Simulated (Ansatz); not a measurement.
# SiO2 (P4_2/mnm), an elastic constant from a strain scan

Level of theory: DFT r2SCAN, scalar-relativistic, plane waves, PAW (Ansatz). Cutoff 500 eV, Γ-centred 6×6×8 k-points, Gaussian smearing of 0.05 eV. No spin polarisation. Energies are free energies at this smearing, counted from the undisturbed cell; pressure is positive in compression.

Zero of the scan (relaxed at this level; this rutile-type form isn't the usual structure):

```
Si O
1.0
     4.18541    0.00000    0.00000
     0.00000    4.18541    0.00000
     0.00000    0.00000    2.66874
Si O
2 4
Direct
  0.50000 0.50000 0.50000
  0.00000 0.00000 0.00000
  0.69389 0.69389 0.00000
  0.19389 0.80611 0.50000
  0.30611 0.30611 0.00000
  0.80611 0.19389 0.50000
```

The cell is strained by ε times the Voigt pattern (0, 1, 0, 0, 0, 0) (xx, yy, zz, yz, xz, xy; engineering shear) with fractional coordinates fixed. The cell holds 6 atoms in V0 = 46.75 Å³. The stress column is τ = (1/V0) dE/dε, got from the stress tensor σ (compression positive) at each point as −det(1 + εP) σ : P(1 + εP)⁻¹, with P the pattern as a tensor.

| ε | ΔE (meV/atom) | τ (GPa) |
| --- | --- | --- |
| -0.0400 | 22.900 | -24.251 |
| -0.0300 | 12.690 | -17.791 |
| -0.0200 | 5.556 | -11.600 |
| -0.0100 | 1.364 | -5.665 |
| 0.0000 | 0.000 | 0.020 |
| 0.0100 | 1.344 | 5.464 |
| 0.0200 | 5.279 | 10.677 |
| 0.0300 | 11.696 | 15.665 |
| 0.0350 | 15.796 | 18.080 |
| 0.0400 | ? | ? |

**Question.** Which combination of elastic constants does this scan measure, and how large is it?

**Answer.** For small ε, τ = τ0 + Kε with K = pᵀCp, which for this pattern is C22 in the Cartesian frame shown. The parabola through τ at ε = -0.0100, 0 and 0.0100 has slope K = 556 GPa at zero. The energies per cell, E = NΔE, of the same two points give K = 2[E(ε₊)/ε₊ − E(ε₋)/ε₋]/[(ε₊ − ε₋)V0] = 557 GPa, in agreement. These are clamped-ion values.

**Question.** Predict the withheld row at ε = 0.0400 from the harmonic law, and compare.

**Answer.** ΔE = V0(τ0 ε + Kε²/2)/N = 21.688 meV/atom and τ = 22.28 GPa. The calculation gives 20.480 meV/atom and 20.44 GPa: the energy lies 6 % below the harmonic value, as bonds soften when stretched.

Forces appear on the atoms along this scan, and letting them relax would lower the energy and soften the response.